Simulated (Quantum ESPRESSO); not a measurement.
**Electric field gradients in SiO2 (changed cell)**

```
O2Si
1.0
    4.96412     0.00000     0.00000
   -2.48206     4.29905     0.00000
    0.00000     0.00000     5.32267
Si O
3 6
Direct
  0.53212   0.53212   0.00000
  0.46788   0.00000   0.33333
  0.00000   0.46788   0.66667
  0.26975   0.41203   0.78151
  0.58797   0.85772   0.11484
  0.14228   0.73025   0.44817
  0.41203   0.26975   0.21849
  0.85772   0.58797   0.88516
  0.73025   0.14228   0.55183
```
The cell was made here from a computed Materials Project entry: strained by -2 % along the unique axis and by +1 % across it, atoms relaxed (PBE without dispersion, pw.x of a modified build of Quantum ESPRESSO, symmetry kept). The parent is SiO2 in P3₁21. Stability against distortions was not tested.

Convention: |Vzz| is the largest principal value, η_Q = (Vxx − Vyy)/Vzz, |C_Q| = |eQVzz/h|. Cores are frozen. Against all-electron runs on small test molecules, this scheme's |Vzz| missed by −6 % on Si, −2 to +6 % on O.

Quadrupole moments taken as inputs (sizes, barn, from the tables of PySCF and pymatgen): ¹⁷O 0.0256.

### Question
What do the calculations give at each independent site (field gradients by the PAW reconstruction of the field gradient on a scalar-relativistic PBE ground state (Quantum ESPRESSO, JTH datasets), 22.5 Ha, k-mesh 5×5×4 through Γ)?

### Answer
```csv
site,site symmetry,Vzz (10²¹ V/m²),η_Q,∣C_Q∣ (MHz)
"Si (atoms 1, 2, 3)",2,-0.74,0.61,–
"O (atoms 4, 5, 6, 7, 8, 9)",1,9.07,0.24,5.61 (¹⁷O)
```
